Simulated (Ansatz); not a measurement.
Molecular dynamics on a 2×2×1 supercell (12 atoms) of PtS2 (CdI2 type), relaxed with r2SCAN+rVV10. Forces come from PBEsol in the plane-wave code Ansatz: constant energy and volume (NVE), velocities drawn at 1000 K, steps of 3 fs. Spin polarisation is off, nuclei are classical, and the run is far too short for thermal averages.

```yaml
crystal:
  lattice:
    - [7.1052831617, 1.0e-10, 0.0]
    - [-3.5526415809, 6.153355719, 0.0]
    - [0.0, 0.0, 5.1227110462]
  atoms:
    - { symbol: Pt, position: [0.0, 0.0, 0.0] }
    - { symbol: S, position: [0.1666666667, 0.3333333333, 0.239259977] }
    - { symbol: S, position: [0.3333333333, 0.1666666667, 0.760740023] }
    - { symbol: Pt, position: [0.0, 0.5, 0.0] }
    - { symbol: S, position: [0.1666666667, 0.8333333333, 0.239259977] }
    - { symbol: S, position: [0.3333333333, 0.6666666667, 0.760740023] }
    - { symbol: Pt, position: [0.5, 0.0, 0.0] }
    - { symbol: S, position: [0.6666666667, 0.3333333333, 0.239259977] }
    - { symbol: S, position: [0.8333333333, 0.1666666667, 0.760740023] }
    - { symbol: Pt, position: [0.5, 0.5, 0.0] }
    - { symbol: S, position: [0.6666666667, 0.8333333333, 0.239259977] }
    - { symbol: S, position: [0.8333333333, 0.6666666667, 0.760740023] }
kpoints:
  mp_grid: { grid: [3, 3, 4] }
hamiltonian:
  xc: pbesol
scf:
  occupations: { method: fermi_dirac, width: 0.086 }
md:
  ensemble: nve
  temperature: 1000
  timestep: 3.0
  n_steps: 40
  initial_velocities: maxwell_boltzmann
  seed: 7935
```

Run as `ansatz run input.yaml --threads 4 --pin off --max-ram 3686MiB --backend cpu --events-out ev --progress --plain --runs-dir out`. It took 3.7 min on 4 threads of Arm Neoverse V2, on a shared host; peak host memory 0.88 GiB.

```tsv
step	t (fs)	T (K)	free energy F from step 0 (meV/atom)	kinetic energy (meV/atom)	largest force (eV/Å)
0	0	1000	0.0	118.5	0.21
1	3	970	3.6	115.0	0.58
2	6	894	12.7	106.0	0.99
3	9	784	25.9	92.9	1.36
4	12	653	41.5	77.4	1.68
5	15	517	57.8	61.2	1.94
6	18	388	73.1	45.9	2.12
7	21	278	86.2	32.9	2.24
8	24	196	95.9	23.3	2.28
9	27	148	101.7	17.5	2.27
10	30	133	103.5	15.7	2.20
11	33	149	101.5	17.6	2.10
12	36	192	96.4	22.7	1.98
13	39	253	89.0	30.0	1.91
14	42	327	80.3	38.7	1.81
15	45	403	71.1	47.8	1.70
16	48	476	62.4	56.4	1.57
17	51	540	54.8	64.0	1.48
18	54	590	48.9	69.9	1.65
19	57	623	44.9	73.9	1.84
20	60	639	43.1	75.7	2.02
21	63	637	43.3	75.5	2.20
22	66	618	45.6	73.2	2.34
23	69	584	49.6	69.2	2.44
24	72	537	55.1	63.7	2.50
25	75	482	61.7	57.1	2.51
26	78	423	68.8	50.1	2.46
27	81	369	75.2	43.8	2.61
28	84	331	79.8	39.2	2.99
29	87	318	81.4	37.7	3.22
30	90	338	79.1	40.0	3.24
31	93	389	72.9	46.1	3.12
32	96	465	63.9	55.0	2.91
33	99	548	53.8	64.9	2.53
34	102	622	45.0	73.7	2.03
35	105	671	39.2	79.5	1.53
36	108	685	37.4	81.2	1.33
37	111	666	39.8	78.9	1.52
38	114	618	45.5	73.3	1.94
39	117	556	53.0	65.9	2.31
40	120	493	60.6	58.4	2.58
```

The temperature starts at 1000 K, is lowest at step 10 (133 K, 30 fs) and ends at 493 K. The atoms start on their lattice sites with kinetic energy alone, so much of it first passes into potential energy. The conserved energy stays within 0.70 meV an atom. By the last step the atoms have moved 0.10 Å in the root mean square, the drift of the whole cell taken out, 0.16 Å at most.

Positions (Å) and forces (eV/Å) at step 40:
```
Pt   0.031  -0.032  -0.012    -0.324   1.393   0.616
S    0.040   2.127   1.217    -0.428  -1.327   0.066
S    1.839   1.081   3.797    -0.639  -0.736   0.843
Pt  -1.757   3.072   0.036    -0.953   0.299   0.748
S   -1.822   5.131   1.394     0.535   0.059  -1.586
S    0.021   4.015   4.000    -1.100   1.720  -1.262
Pt   3.548   0.026  -0.013     0.041  -1.132   0.330
S    3.503   2.001   1.174     0.267   0.697   0.250
S    5.282   1.100   3.903     0.672  -0.813   0.081
Pt   1.722   3.083  -0.044     2.381  -0.606   0.789
S    1.828   5.046   1.231    -0.467   1.000  -0.235
S    3.578   4.134   3.975     0.016  -0.553  -0.641
```
